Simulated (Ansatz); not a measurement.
LiF:
```cif
data_F2Li2
_chemical_formula_sum 'Li2 F2'
_space_group_name_H-M_alt 'P63mc'
_space_group_IT_number 186
_space_group_name_Hall 'P 6c -2c'
_cell_length_a 3.08134
_cell_length_b 3.08134
_cell_length_c 4.78693
_cell_angle_alpha 90.000
_cell_angle_beta 90.000
_cell_angle_gamma 120.000
loop_
_atom_site_label
_atom_site_type_symbol
_atom_site_symmetry_multiplicity
_atom_site_Wyckoff_symbol
_atom_site_fract_x
_atom_site_fract_y
_atom_site_fract_z
_atom_site_occupancy
Li1 Li 2 b 0.33333 0.66667 0.38238 1
F1 F 2 b 0.66667 0.33333 0.49261 1
```

Relaxed with r²SCAN.

Q: Give the optical modes at the zone centre with their infrared and Raman activity from DFPT, plane-wave PAW r²SCAN (Ansatz code).

A: Transverse frequencies, without the LO–TO term; a row sums one degenerate level.

```tsv
ω (cm⁻¹)	degeneracy	IR ((D/Å)²/amu)	Raman (Å⁴/amu)	activity	symmetry
152	2	0.00	0	silent	E2
355	1	0.00	0	silent	B1
415	1	8.98	0.26	IR+Raman	A1
468	2	0.00	0.24	Raman	E2
470	2	17.31	0.11	IR+Raman	E1
547	1	0.00	0	silent	B1
```

Q: How high does the top mode go among those that the LO–TO term moves?

A: 691 cm⁻¹ for q along x, 691 cm⁻¹ for q along y, 661 cm⁻¹ for q along z.

Space group P6_3mc (wurtzite). The first step of the workflow began from a Materials Project structure, measured or hypothetical; the Crystallography Open Database copy checked does not list it. It is not the phase usual at ambient conditions (space group No. 225). The cell was relaxed with r²SCAN under the symmetry of its start; phonons on a q-mesh show no instability.

Potentials: the later of the program's two PAW sets.
